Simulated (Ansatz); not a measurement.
Zincblende alloy of GaAs and GaSb (18 of 32 As sites exchanged), 64 atoms

Ansatz, PAW, plane waves. PBEsol relaxation of volume and atoms (shape held) at the single k point (¼, ¼, ¼) without its symmetry partners; single points on the relaxed atoms at the Γ point alone, onto which points of the small cell's zone fold. Arrangement: quasirandom. No spin–orbit coupling unless named.

Relaxed structure:

```yaml
crystal:
  lattice:
    - [11.82693, 0.00000, 0.00000]
    - [0.00000, 11.82693, 0.00000]
    - [0.00000, 0.00000, 11.82693]
  atoms:
    - { symbol: Ga, position: [0.01269, 0.00210, 0.99961] }
    - { symbol: Ga, position: [0.99884, 0.99999, 0.49907] }
    - { symbol: Ga, position: [0.99940, 0.50143, 0.99983] }
    - { symbol: Ga, position: [0.00658, 0.49433, 0.50443] }
    - { symbol: Ga, position: [0.50552, 0.99492, 0.00681] }
    - { symbol: Ga, position: [0.50424, 0.99542, 0.49291] }
    - { symbol: Ga, position: [0.48981, 0.49313, 0.00736] }
    - { symbol: Ga, position: [0.50025, 0.50223, 0.49893] }
    - { symbol: Ga, position: [0.24890, 0.24761, 0.01308] }
    - { symbol: Ga, position: [0.23776, 0.24605, 0.49938] }
    - { symbol: Ga, position: [0.25145, 0.76462, 0.99969] }
    - { symbol: Ga, position: [0.23586, 0.75070, 0.49840] }
    - { symbol: Ga, position: [0.74469, 0.23912, 0.00702] }
    - { symbol: Ga, position: [0.76598, 0.24818, 0.49856] }
    - { symbol: Ga, position: [0.74484, 0.75656, 0.99271] }
    - { symbol: Ga, position: [0.75227, 0.76428, 0.49913] }
    - { symbol: Ga, position: [0.24460, 0.99363, 0.24559] }
    - { symbol: Ga, position: [0.23786, 0.00283, 0.74828] }
    - { symbol: Ga, position: [0.25023, 0.48508, 0.25247] }
    - { symbol: Ga, position: [0.24275, 0.51139, 0.74383] }
    - { symbol: Ga, position: [0.74664, 0.00837, 0.25678] }
    - { symbol: Ga, position: [0.75317, 0.98714, 0.75060] }
    - { symbol: Ga, position: [0.75180, 0.50349, 0.25027] }
    - { symbol: Ga, position: [0.75981, 0.49139, 0.74232] }
    - { symbol: Ga, position: [0.00612, 0.24061, 0.25716] }
    - { symbol: Ga, position: [0.99983, 0.24798, 0.73790] }
    - { symbol: Ga, position: [0.00641, 0.75624, 0.25709] }
    - { symbol: Ga, position: [0.00536, 0.75743, 0.74249] }
    - { symbol: Ga, position: [0.49902, 0.24733, 0.23910] }
    - { symbol: Ga, position: [0.49809, 0.24787, 0.74916] }
    - { symbol: Ga, position: [0.49793, 0.76415, 0.25038] }
    - { symbol: Ga, position: [0.50667, 0.75645, 0.75846] }
    - { symbol: As, position: [0.12671, 0.12190, 0.12959] }
    - { symbol: As, position: [0.11907, 0.12248, 0.62082] }
    - { symbol: As, position: [0.12023, 0.62808, 0.62170] }
    - { symbol: As, position: [0.62313, 0.12070, 0.12792] }
    - { symbol: As, position: [0.37227, 0.36953, 0.12767] }
    - { symbol: As, position: [0.37456, 0.87983, 0.12554] }
    - { symbol: As, position: [0.88193, 0.37229, 0.62033] }
    - { symbol: As, position: [0.87894, 0.87754, 0.62272] }
    - { symbol: As, position: [0.87959, 0.12226, 0.37639] }
    - { symbol: As, position: [0.12302, 0.36978, 0.37690] }
    - { symbol: As, position: [0.12291, 0.87934, 0.37643] }
    - { symbol: As, position: [0.12526, 0.87800, 0.87249] }
    - { symbol: As, position: [0.62721, 0.87948, 0.37287] }
    - { symbol: As, position: [0.62547, 0.87878, 0.87682] }
    - { symbol: Sb, position: [0.13010, 0.62644, 0.12735] }
    - { symbol: Sb, position: [0.63091, 0.12151, 0.62346] }
    - { symbol: Sb, position: [0.62066, 0.62918, 0.12418] }
    - { symbol: Sb, position: [0.63023, 0.62880, 0.62558] }
    - { symbol: Sb, position: [0.36884, 0.37561, 0.62284] }
    - { symbol: Sb, position: [0.37199, 0.87455, 0.62483] }
    - { symbol: Sb, position: [0.87730, 0.36922, 0.12839] }
    - { symbol: Sb, position: [0.87589, 0.87985, 0.12634] }
    - { symbol: Sb, position: [0.37130, 0.12291, 0.37071] }
    - { symbol: Sb, position: [0.37304, 0.12120, 0.87982] }
    - { symbol: Sb, position: [0.37042, 0.62781, 0.37272] }
    - { symbol: Sb, position: [0.37330, 0.62853, 0.87747] }
    - { symbol: Sb, position: [0.87721, 0.12195, 0.87324] }
    - { symbol: Sb, position: [0.87898, 0.62731, 0.38044] }
    - { symbol: Sb, position: [0.87669, 0.62895, 0.86917] }
    - { symbol: Sb, position: [0.12574, 0.37314, 0.87313] }
    - { symbol: Sb, position: [0.62740, 0.37101, 0.37363] }
    - { symbol: Sb, position: [0.62550, 0.37302, 0.87733] }
```

(1) What are the mean bond lengths by pair (pairs within 1.2 times the sum of covalent radii, less contacts 15 % beyond the pair's median; cation–cation pairs of compounds aside; long ionic contacts are cut short by that bound)?

(2) What gap lies between the top filled and the lowest empty level in the single points?

Results:

(1) As–Ga 2.485 ± 0.018 Å (standard deviation, 56 bonds); Ga–Sb 2.623 ± 0.015 Å (standard deviation, 72 bonds).

(2) HSE06 0.78 eV (66 s on NVIDIA GB300).
